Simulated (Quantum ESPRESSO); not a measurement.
Ti6CuTa, input and log of a self-consistent run

Computed values, not a measurement. The program is pw.x of Quantum ESPRESSO 7.5 (plane-wave density functional theory). The cell is made up: eight metal atoms on a hexagonal close-packed lattice, with elements, volume, strain and displacements drawn at random and not relaxed, so it may be unstable or far from any real phase. PseudoDojo standard norm-conserving files set the functional (PBE unless stated); there is no spin polarisation or spin-orbit coupling, the Fermi-Dirac width of 0.25 eV means electrons at about 2900 K, and the masses in the input are unused placeholders. The copper pseudopotential is less sure than most, with forces differing by about three percent and pressure by about two GPa from a second method on plain copper. Heavy elements are run without spin-orbit coupling, which real alloys of them have. A spin test at this wide smearing found no moment, but such smearing suppresses magnetism that the real alloy may have.

Input:

```
&control calculation='scf', pseudo_dir='./dojo.nc.sr.pbe.v0_5.standard.upf', outdir='./o', disk_io='minimal', tprnfor=.true., tstress=.true. /
&system ibrav=0, nat=8, ntyp=3, nbnd=69, ecutwfc=92.02030273, nosym=.true., tot_charge=0,
 occupations='smearing', smearing='fd', degauss=0.0183746611
/
&electrons conv_thr=1.470e-08, electron_maxstep=70, mixing_beta=0.5 /
ATOMIC_SPECIES
Cu 1.0 Cu.upf
Ta 1.0 Ta.upf
Ti 1.0 Ti.upf
CELL_PARAMETERS angstrom
-2.9126 0.0 0.0
0.0 5.0448 0.0
1.4563 -2.5223 -9.4388
ATOMIC_POSITIONS angstrom
Ti 0.1171 0.1316 0.1151
Cu -0.0551 1.6913 -2.3713
Ti -0.1625 0.1096 -4.6441
Ti -0.175 1.5679 -7.0847
Ta -1.5657 2.519 -0.0815
Ti -1.5248 4.1009 -2.343
Ti -1.3915 2.4381 -4.6495
Ti -1.4751 -1.0087 -7.1874
K_POINTS automatic
8 5 3 1 1 1
```

The log is shortened where brackets say so; the opening notice, blank lines, dates and the lines on written files are dropped, and the path of the files is cut. It prints rydbergs, bohrs and kilobars, and counts compression as positive stress. Its total energy is the free energy E - TS of the whole cell.

```
     Program PWSCF v.7.5
     Parallel version (MPI & OpenMP), running on       4 processor cores
     Number of MPI processes:                 4
     Threads/MPI process:                     1
     [start-up lines left out]
     bravais-lattice index     =            0
     lattice parameter (alat)  =       5.5040  a.u.
     unit-cell volume          =     935.9188 (a.u.)^3
     number of atoms/cell      =            8
     number of atomic types    =            3
     number of electrons       =       104.00
     number of Kohn-Sham states=           69
     kinetic-energy cutoff     =      92.0203  Ry
     charge density cutoff     =     368.0812  Ry
     scf convergence threshold =      1.5E-08
     mixing beta               =       0.5000
     number of iterations used =            8  plain     mixing
     Exchange-correlation= PBE
                           (   1   4   3   4   0   0   0)
     [axes and pseudopotential details left out]
   Cartesian axes
     site n.     atom                  positions (alat units)
         1        Ti     tau(   1) = (   0.0402046   0.0451830   0.0395180  )
         2        Cu     tau(   2) = (  -0.0189178   0.5806839  -0.8141523  )
         3        Ti     tau(   3) = (  -0.0557921   0.0376296  -1.5944860  )
         4        Ti     tau(   4) = (  -0.0600838   0.5383163  -2.4324315  )
         5        Ta     tau(   5) = (  -0.5375609   0.8648630  -0.0279819  )
         6        Ti     tau(   6) = (  -0.5235185   1.4079860  -0.8044359  )
         7        Ti     tau(   7) = (  -0.4777518   0.8370871  -1.5963400  )
         8        Ti     tau(   8) = (  -0.5064547  -0.3463229  -2.4676921  )
     number of k points=    60  Fermi-Dirac smearing, width (Ry)=  0.0184
                       cart. coord. in units 2pi/alat
        k(    1) = (  -0.0625000   0.0577347  -0.0765009), wk =   0.0333333
        k(    2) = (  -0.0625000   0.0577347   0.1292174), wk =   0.0333333
     [further k points left out]
     Dense  grid:   111617 G-vectors     FFT dimensions: (  36,  60, 120)
     Estimated max dynamical RAM per process >     410.55 MB
     Estimated total dynamical RAM >       1.52 GB
     Initial potential from superposition of free atoms
     starting charge     103.9892, renormalised to     104.0000
     Starting wfcs are   80 randomized atomic wfcs
     total cpu time spent up to now is        7.0 secs
     per-process dynamical memory:   322.0 Mb
     Self-consistent Calculation
     iteration #  1     ecut=    92.02 Ry     beta= 0.50
     Davidson diagonalization with overlap
     ethr =  1.00E-02,  avg # of iterations =  2.6
     total cpu time spent up to now is       22.4 secs
     total energy              =   -1189.89281021 Ry
     estimated scf accuracy    <      44.74937937 Ry
     iteration #  2     ecut=    92.02 Ry     beta= 0.50
     Davidson diagonalization with overlap
     ethr =  1.00E-02,  avg # of iterations =  6.9
     total cpu time spent up to now is       48.1 secs
     total energy              =   -1189.99902619 Ry
     estimated scf accuracy    <     492.14723873 Ry
     iteration #  3     ecut=    92.02 Ry     beta= 0.50
     Davidson diagonalization with overlap
     ethr =  1.00E-02,  avg # of iterations =  8.9
     total cpu time spent up to now is       75.1 secs
     total energy              =   -1220.64681824 Ry
     estimated scf accuracy    <      40.99154483 Ry
     iteration #  4     ecut=    92.02 Ry     beta= 0.50
     Davidson diagonalization with overlap
     ethr =  1.00E-02,  avg # of iterations =  5.2
     total cpu time spent up to now is       91.8 secs
     total energy              =   -1221.91278217 Ry
     estimated scf accuracy    <      90.53656743 Ry
     iteration #  5     ecut=    92.02 Ry     beta= 0.50
     Davidson diagonalization with overlap
     ethr =  1.00E-02,  avg # of iterations =  2.0
     total cpu time spent up to now is      104.3 secs
     total energy              =   -1223.22122879 Ry
     estimated scf accuracy    <      31.85821917 Ry
     [iterations 6 to 27 left out]
     iteration # 28     ecut=    92.02 Ry     beta= 0.50
     Davidson diagonalization with overlap
     ethr =  5.84E-08,  avg # of iterations =  1.0
     total cpu time spent up to now is      418.7 secs
     total energy              =   -1221.69472625 Ry
     estimated scf accuracy    <       0.00000590 Ry
     iteration # 29     ecut=    92.02 Ry     beta= 0.50
     Davidson diagonalization with overlap
     ethr =  5.67E-09,  avg # of iterations =  5.4
     total cpu time spent up to now is      435.0 secs
     total energy              =   -1221.69472692 Ry
     estimated scf accuracy    <       0.00000205 Ry
     iteration # 30     ecut=    92.02 Ry     beta= 0.50
     Davidson diagonalization with overlap
     ethr =  1.97E-09,  avg # of iterations =  4.4
     total cpu time spent up to now is      450.6 secs
     total energy              =   -1221.69472719 Ry
     estimated scf accuracy    <       0.00000022 Ry
     iteration # 31     ecut=    92.02 Ry     beta= 0.50
     Davidson diagonalization with overlap
     ethr =  2.12E-10,  avg # of iterations =  5.9
     total cpu time spent up to now is      470.0 secs
     total energy              =   -1221.69472722 Ry
     estimated scf accuracy    <       0.00000060 Ry
     iteration # 32     ecut=    92.02 Ry     beta= 0.50
     Davidson diagonalization with overlap
     ethr =  2.12E-10,  avg # of iterations =  2.0
     total cpu time spent up to now is      482.7 secs
     End of self-consistent calculation
     [lines on levels left out]
!    total energy              =   -1221.69472725 Ry
     estimated scf accuracy    <          6.8E-09 Ry
     smearing contrib. (-TS)   =      -0.17449444 Ry
     internal energy E=F+TS    =   -1221.52023281 Ry
     The total energy is F=E-TS. E is the sum of the following terms:
     one-electron contribution =    -569.07863132 Ry
     hartree contribution      =     322.42641902 Ry
     xc contribution           =    -180.84532099 Ry
     ewald contribution        =    -794.02269952 Ry
     convergence has been achieved in  32 iterations
     Forces acting on atoms (cartesian axes, Ry/au):
     atom    1 type  3   force =    -0.02357236   -0.04371647   -0.03723000
     atom    2 type  1   force =     0.00189621   -0.01317340    0.00439561
     atom    3 type  3   force =     0.02161809   -0.03359161   -0.00902403
     atom    4 type  3   force =     0.02422309   -0.01175843    0.02058875
     atom    5 type  2   force =     0.01942769    0.02798048   -0.01047576
     atom    6 type  3   force =    -0.00056728    0.02715660   -0.00177710
     atom    7 type  3   force =    -0.02122239    0.02470657    0.00266035
     atom    8 type  3   force =    -0.02180306    0.02239626    0.03086217
     Total force =     0.109013     Total SCF correction =     0.000337
     Computing stress (Cartesian axis) and pressure
          total   stress  (Ry/bohr**3)                   (kbar)     P=       -4.84
  -0.00018811  -0.00005948  -0.00003071          -27.67       -8.75       -4.52
  -0.00005948   0.00011025   0.00000924           -8.75       16.22        1.36
  -0.00003071   0.00000924  -0.00002074           -4.52        1.36       -3.05
     init_run     :      6.59s CPU      6.89s WALL (       1 calls)
     electrons    :    473.33s CPU    475.75s WALL (       1 calls)
     forces       :      2.28s CPU      2.30s WALL (       1 calls)
     stress       :      7.96s CPU      8.14s WALL (       1 calls)
     [timing details left out]
     PWSCF        :   8m10.29s CPU   8m13.24s WALL
     JOB DONE.
```

In other units: free energy -16622.004 eV for the cell, pressure -0.48 GPa, largest force component 1.124 eV/Å in size. The run took 495 s of wall time with four MPI processes on a shared machine (Intel Xeon, 2023 or later, virtual cores), so the time is rough. A rerun of this cell at a higher cutoff and on a denser mesh moved values by no more than 0.002 eV in energy, 0.02 GPa in stress and 0.003 eV/Å in force, and a second program with other atomic files agreed on that cell to 2 % rms in force and 0.5 GPa in pressure.